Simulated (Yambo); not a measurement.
Yambo run on CaC2 (space group C2/c, No. 15). The wavefunctions are LDA (Quantum ESPRESSO, PseudoDojo norm-conserving, 82 Ry, no spin-orbit coupling) ones on a 4×4×2 mesh (18 occupied bands); a = 3.900 Å, b = 3.900 Å, c = 7.384 Å, α = 104.58°, β = 104.58°, γ = 64.51°.

Yambo input:

```
rim_cut
gw0
dyson
el_el_corr
HF_and_locXC
ppa
em1d
RandQpts= 1000000
RandGvec= 1 Ry
FFTGvecs= 10 Ry
EXXRLvcs= 82 Ry
VXCRLvcs= 328 Ry
Chimod= "HARTREE"
% BndsRnXp
 1 | 140 |
%
NGsBlkXp= 7 Ry
% LongDrXp
 1.0 | 1.0 | 1.0 |
%
PPAPntXp= 27.2114 eV
% GbndRnge
 1 | 140 |
%
GTermKind= "BG"
DysSolver= "n"
ExtendOut
% QPkrange
 11 | 11 | 18 | 18 |
 13 | 13 | 18 | 19 |
%
```

k points by index: 11 = (0.25, -0.25, 0), 13 = (-0.5, -0.5, 0).

Resulting energies as the program prints them:

```
#    K-point    Band    Eo [eV]    E [eV]    E-Eo [eV]    Vxc [eV]    Vnlxc [eV]    Sc|Eo [eV]    Sc|E [eV]    dSc/dw|Eo [eV]    Re(Z)    Im(Z)
#
    11    18    0.000000    -0.666294    -0.666294    -13.68873    -17.22377    2.700979    2.868747    -6.850276    0.798883    -0.001455
    13    18    -0.689831    -1.474975    -0.785144    -12.90014    -16.68652    2.802805    3.001235    -6.876058    0.798280    -0.001331
    13    19    1.859021    3.049540    1.190519    -9.972613    -5.563039    -2.988258    -3.219055    -5.274855    0.837627    -0.001118
```
(The two width columns are left out.) Convergence of these settings isn't established.

Geometry of the Materials Project entry, not relaxed at this level.

The structure is a Materials Project entry; no match was found in the copy of COD used, and its stability was not checked.
